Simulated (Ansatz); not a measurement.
Cu:
```xyz
1
Lattice="0.0000 1.7800 1.7800 1.7800 0.0000 1.7800 1.7800 1.7800 0.0000" Properties=species:S:1:pos:R:3 pbc="T T T"
Cu     0.0000     0.0000     0.0000
```

Relaxed with r²SCAN+D4. Special points in fractions of this cell's reciprocal vectors: Γ (0.000, 0.000, 0.000); X (0.500, 0.000, 0.500); U (0.625, 0.250, 0.625); K (0.375, 0.375, 0.750); L (0.500, 0.500, 0.500); W (0.500, 0.250, 0.750).

### Question
List the band energies nearest the Fermi level at these points for r²SCAN+D4 in the plane-wave PAW code Ansatz.

### Answer
In eV from the Fermi level; about four levels below and three above (degenerate sets whole), none deeper than 8.9 eV; … stands for higher levels left out; points with the same levels are listed once.

```
k                          below   above
-  -----------------------------  ------
Γ  -3.23 -3.23 -3.23 -2.35 -2.35       …
X        -4.80 -1.75 -1.54 -1.54  1.53 …
U        -4.42 -2.97 -2.21 -1.76  4.63 …
L  -3.28 -3.28 -1.71 -1.71 -1.20       …
W        -3.82 -3.82 -2.40 -1.54       …
```

Space group Fm-3m (fcc (Cu type)). Symmetry was held in the r²SCAN+D4 relaxation. The run is not spin-polarised. The pairwise dispersion correction was not fitted to metals.

Potentials: the later of the program's two PAW sets.
